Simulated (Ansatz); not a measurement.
Sb (space group R-3m)

```yaml
crystal:
  lattice:
    - [2.14673, 1.23942, 3.65277]
    - [-2.14673, 1.23942, 3.65277]
    - [0.00000, -2.47883, 3.65277]
  atoms:
    - { symbol: Sb, position: [0.26390, 0.26390, 0.26390] }
    - { symbol: Sb, position: [0.73610, 0.73610, 0.73610] }
```

The slice is a (1 -1 0 2) plane (indices of the conventional cell) through the point (0.264, 0.264, 0.264) (fractional), spanned by u = [1 0 -1] and v = [010] in vectors of this cell: u (4.29 Å) and v (4.41 Å, at 90° to u). It covers one period; positions are fractions (u, v).

Method: LDA (plane waves to 420 eV, PAW, scalar-relativistic; Ansatz, a first-principles code). k mesh 13×13×13. These are valence fields of a PAW run, semicore shells included where kept as valence: close to a nucleus they are smooth pseudo fields. Sb was relaxed with its symmetry unable to fall. Spin-orbit coupling is left out, though Sb is heavy.

Three fields on this plane, each scaled to ten steps between its own extremes (0 low, 9 high; the total valence density on a logarithmic scale, the potential cut 8 eV below its top; x marks points blanked near nuclei; v = 0 in the bottom row):

Map A
```
|xxxxxxx03689999998630xxxxxx|
|xxxxxx0036899999986300xxxxx|
|xxxxxx0047899999987400xxxxx|
|xxxxx003578999999875300xxxx|
|xxxx00146788888888764100xxx|
|xxx0014677777777777764100xx|
|000034667766555566776643000|
|233456666543211234566665433|
|666777764300000000346777766|
|88888764200xxxxxx0024678888|
|9998875300xxxxxxxx003578899|
|999886400xxxxxxxxxx00468899|
|99987620xxxxxxxxxxxx0267899|
|99987510xxxxxxxxxxxx0157899|
|99987500xxxxxxxxxxxx0057899|
|99987400xxxxxxxxxxxx0047899|
|88887510xxxxxxxxxxxx0157888|
|77776520xxxxxxxxxxxx0256777|
|556665300xxxxxxxxxx00356665|
|2234444100xxxxxxxx001444432|
|00002333000xxxxxx0003332000|
|xxx0013331000000001333100xx|
|xxxx00134431000013443100xxx|
|xxxxx002455544445554200xxxx|
|xxxxxx0045676666765400xxxxx|
|xxxxxx0036788888876300xxxxx|
|xxxxxxx03678999987630xxxxxx|
|xxxxxxx02678999987620xxxxxx|
```

Map B
```
|xxxxxxx75421000012457xxxxxx|
|xxxxxx9753210000123579xxxxx|
|xxxxxx8653210000123568xxxxx|
|xxxxx976432110011234679xxxx|
|xxxx98654322222222345689xxx|
|xxx9876543333333333456789xx|
|887765544444555544444556778|
|666555445566677666554455566|
|444444455678899887655444444|
|22333445689xxxxxx9865443332|
|1112345679xxxxxxxx976543211|
|001124579xxxxxxxxxx97542110|
|00013468xxxxxxxxxxxx8643100|
|00013468xxxxxxxxxxxx8643100|
|00123568xxxxxxxxxxxx8653210|
|11124579xxxxxxxxxxxx9754211|
|22234578xxxxxxxxxxxx8754322|
|33345678xxxxxxxxxxxx8765433|
|444556789xxxxxxxxxx98765544|
|6666667889xxxxxxxx988766666|
|88777777889xxxxxx9887777778|
|xxx9887777889999887777889xx|
|xxxx98877777777777777889xxx|
|xxxxx987665555555566789xxxx|
|xxxxxx9765544444455679xxxxx|
|xxxxxx9865433223345689xxxxx|
|xxxxxxx86432211223468xxxxxx|
|xxxxxxx86432100123468xxxxxx|
```

Map C
```
|xxxxxxx56531000013565xxxxxx|
|xxxxxx5665310000135665xxxxx|
|xxxxxx5664210000124665xxxxx|
|xxxxx666542111111245666xxxx|
|xxxx66765332233223356766xxx|
|xxx6677544445555444457766xx|
|667777655567788776555677776|
|887765556778877887765556778|
|776554567777666677776545567|
|44433456776xxxxxx6776543344|
|2222346766xxxxxxxx667643222|
|001135666xxxxxxxxxx66653110|
|00013566xxxxxxxxxxxx6653100|
|00024665xxxxxxxxxxxx5664200|
|00125665xxxxxxxxxxxx5665210|
|11235765xxxxxxxxxxxx5675321|
|22346775xxxxxxxxxxxx5776432|
|44457876xxxxxxxxxxxx6787544|
|556778875xxxxxxxxxx57887765|
|5667899865xxxxxxxx568998766|
|55567999865xxxxxx5689997655|
|xxx5689998655445568999865xx|
|xxxx56899876655667899865xxx|
|xxxxx568987766667789865xxxx|
|xxxxxx5788765555678875xxxxx|
|xxxxxx5677643333467765xxxxx|
|xxxxxxx67653211235676xxxxxx|
|xxxxxxx56642100124665xxxxxx|
```

Question: Assign the maps to these fields: electron localisation function (ELF); valence electron density; electrostatic potential energy of an electron, from the cell's mean.

Answer: A is the electrostatic potential energy of an electron, from the cell's mean; B is the valence electron density; C is the electron localisation function (ELF).
